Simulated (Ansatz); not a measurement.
A distorted cell of TiO2 (rutile):

```
TiO2
1.0
    4.59159     0.00000     0.00000
    0.00000     4.59159     0.00000
    0.00000     0.00000     2.93910
Ti O
2 4
Direct
  0.00000   0.00000   0.05172
  0.50000   0.50000   0.50000
  0.30442   0.30442   0.00000
  0.80442   0.19558   0.50000
  0.19558   0.80442   0.50000
  0.69558   0.69558   0.00000
```

These are PBEsol (plane waves to 420 eV, PAW, scalar-relativistic; Ansatz, a quantum-chemistry and plane-wave program) values and carry that method's errors. k mesh 6×6×9 (Γ-centred), Fermi-Dirac smearing 0.05 eV. The energy includes the smearing's −TS. Compression counts positive. The PAW data are Ansatz's earlier set. TiO2 is run without spin polarisation. TiO2 was relaxed with its symmetry unable to fall.

Task: What forces act on the atoms (eV/Å, Cartesian)?

Result: 
```
atom      Fx      Fy      Fz
----  ------  ------  ------
Ti1    0.000   0.000  -0.536
Ti2    0.000   0.000   0.055
O3     0.021   0.021   0.001
O4    -0.222   0.222   0.239
O5     0.222  -0.222   0.239
O6    -0.021  -0.021   0.001
```

Task: What is the stress tensor (GPa)?

Result: 
```
   1.46    -1.68     0.00
  -1.68     1.46     0.00
   0.00     0.00     2.33
```
The pressure, a third of the trace, is 1.75 GPa.

Task: In it atom 1 sits (0.000, 0.000, 0.152) Å away from its relaxed site. What is its energy relative to the relaxed cell?

Result: 24.7 meV/cell.

(For displaced atoms, the force is minus the slope of the energy, and its curvature is a force constant, which sets phonon frequencies.)
